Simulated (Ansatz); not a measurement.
Cu3N in space group Fm-3m (No. 225; N on 4a, Cu on 4b, Cu on 8c) at seven volumes, PBE in the plane-wave PAW code Ansatz, scaled uniformly. One row is withheld.

```json
[
 {"V (Å³/atom)": "9.872", "P (GPa)": "17.17"},
 {"V (Å³/atom)": "10.197", "P (GPa)": "10.43"},
 {"V (Å³/atom)": "10.523", "P (GPa)": "?"},
 {"V (Å³/atom)": "10.848", "P (GPa)": "-0.01"},
 {"V (Å³/atom)": "11.174", "P (GPa)": "-4.01"},
 {"V (Å³/atom)": "11.499", "P (GPa)": "-7.38"},
 {"V (Å³/atom)": "11.825", "P (GPa)": "-10.20"}
]
```

### Question
Fit the shown pressures and predict the withheld one.

### Answer
P = (3/2)B₀(x^(7/2) − x^(5/2))[1 + (3/4)(B′ − 4)(x − 1)] with x = (V₀/V)^(2/3). Least squares on the six rows gives V₀ = 10.848 Å³/atom, B₀ = 145 GPa, B′ = 4.79. At V = 10.523, x = 1.0205 and P = 4.74 GPa. The run itself gave 4.76 GPa.

The cell is a constructed one: a structure type filled with these elements; neither database checked (COD, Materials Project) lists it. COD files the formula under space group No. 221, so this cell is another polymorph or a model. Its standing as an ambient phase is unchecked. The cell was relaxed with PBE under the symmetry of its start; its stability against distortions is not shown here. No spin polarisation was allowed.

Potentials: the earlier of the program's two PAW sets.
